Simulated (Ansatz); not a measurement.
**InP: computed property card**

InP:
```
CELL_PARAMETERS angstrom
      7.20287     0.00000     0.00000
      0.00000     7.20287     0.00000
      0.00000     0.00000     4.18710
ATOMIC_POSITIONS crystal
  In 0.32234 0.67766 0.00000
  In 0.67766 0.32234 0.00000
  In 0.82234 0.82234 0.50000
  In 0.17766 0.17766 0.50000
  P  0.31834 0.31834 0.00000
  P  0.68166 0.68166 0.00000
  P  0.18166 0.81834 0.50000
  P  0.81834 0.18166 0.50000
```

Space group P4_2/mnm (No. 136); conventional cell a = b = 7.203 Å, c = 4.187 Å, α = β = γ = 90.00°.

Method: the program Ansatz at the r²SCAN level (PAW). Geometry: relaxed at this level of theory. Other levels are named where they apply.

**Cell and energy**

```yaml
volume_per_atom: 27.15 Å³
density: 4.46 g/cm³
Formation energy from the elements (no fitted shifts): -30 kJ/mol of atoms
```

**Electronic structure**

```yaml
band_gap: 1.16 eV (smallest direct gap 1.16 eV)
valence_band_maximum: on the M–Γ line, 93 % of the way from M
conduction_band_minimum: at Γ
electron_effective_mass: 0.081, 0.090, 0.090 mₑ (principal values)
Electron effective mass with spin–orbit coupling: 0.081, 0.090, 0.090 mₑ (principal values)
hole_effective_mass: 0.22, 1.0, 2.0 mₑ (principal values)
Hole effective mass with spin–orbit coupling: 0.17, 0.19, 1.1 mₑ (principal values)
HSE06 gap on the r²SCAN cell: 1.49 eV
Gap with spin–orbit coupling: 1.14 eV
```

**Mechanics**

```yaml
Bulk modulus (Birch–Murnaghan fit): 62.0 GPa
Pressure derivative B′: 4.3
Elastic constants (relaxed ions, GPa): C11 = 80.6, C12 = 54.3, C13 = 44.1, C33 = 124, C44 = 25.8, C66 = 26.6
mechanical_stability: stable (all eigenvalues of C positive)
hill_bulk_and_shear_moduli: 62.7 and 23.9 GPa
Young's modulus: 63.5 GPa
Poisson's ratio: 0.33
debye_temperature_from_the_elastic_constants: 257 K
```

**Charges**

```yaml
bader_charges: In +0.98, P -0.98 e
```

The start of the workflow was typed in or built on a structure type; neither database checked (COD, Materials Project) lists it. It is not the phase usual at ambient conditions (space group No. 216). The cell was relaxed with r²SCAN under the symmetry of its start; whether a distortion lowers the energy is not shown. The volume moved by 22 % from the start of the relaxation. The references are the lowest solids computed at this level, not always the standard phases. Spin–orbit coupling is left out wherever it is not named.

Potentials: the earlier of the program's two PAW sets.
